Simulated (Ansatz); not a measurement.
# Vibrational response of Ti$_{4}$C$_{3}$

Method: Ansatz, DFT PBE, scalar-relativistic, plane waves, PAW. Settings: 420 eV plane-wave cutoff, Γ-centred 12×12×12 mesh, Gaussian smearing of 0.10 eV. No spin polarisation. Phonons by linear response, acoustic sum rule imposed.

Equilibrium structure at this level:
```
Ti C
1.0
     1.54720    0.89328    9.77775
    -1.54720    0.89328    9.77775
     0.00000   -1.78655    9.77775
Ti C
4 3
Direct
  0.12221 0.12221 0.12221
  0.62605 0.62605 0.62605
  0.87779 0.87779 0.87779
  0.37395 0.37395 0.37395
  0.75321 0.75321 0.75321
  0.00000 0.00000 0.00000
  0.24679 0.24679 0.24679
```

The cell was found from a proposed guess, not taken from experiment. In a metal, frequencies depend on the k mesh and the smearing, soft modes most.

Question: Is this structure stable against zone-centre distortions?

Answer: Yes, at Γ: no optical mode is imaginary. Strains and other wave vectors aren't tested by this run.

Question: List the optical modes at Γ (i marks imaginary ones).

Answer:
```
frequency (cm⁻¹)  degeneracy
             125           2
             210           2
             219           1
             272           2
             293           1
             421           1
             469           1
             569           1
             592           2
             596           2
             615           2
             650           1
```
